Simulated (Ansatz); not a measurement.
**Pt: energy along a strain**

Pt, Fm-3m, a = 3.916 Å (as given, not relaxed at this level: 11.6 GPa). Ansatz: PBE, PAW, 420 eV, Γ-centred 20×20×20 mesh on 1 atom, Gaussian smearing 0.15 eV; no spin polarisation. Cell vectors (Å): 0.000 1.958 1.958; 1.958 0.000 1.958; 1.958 1.958 0.000. The cell is strained by x per cent times the pattern (0 0 0 0 0 1) in the order xx yy zz yz xz xy (engineering shears), with fractional coordinates held. y is the free energy over the start, V0 = 15.011 Å³/atom. Symmetry makes y even in x.

```tsv
x (%)	y (meV/atom)
-2.00	?
-1.00	0.43
0.00	0.00
0.25	0.03
0.50	0.11
0.75	0.24
1.25	0.68
1.50	0.97
1.75	1.32
```

Task: Fit y = c2 x² + c4 x⁴ to the other rows, get the stiffness along the pattern, and predict the missing energy.

Result: Least squares on the rows shown. y = 0.4334 x² − 0.0007554 x⁴. The clamped-ion stiffness p·C·p = 2 × 4.334 eV × 160.2 / 15.011 Å³ = 93 GPa, which is C66 in these axes (C44 of the cubic crystal) (second derivative at the start, which stands under stress). At x = -2.00 the fit asked for gives 1.72 meV/atom. The run gave 1.73 meV/atom, so the fit is 0.01 meV/atom too low, a small miss on the scale of the series.

Spin–orbit coupling is left out, which can shift energies with elements as heavy as these.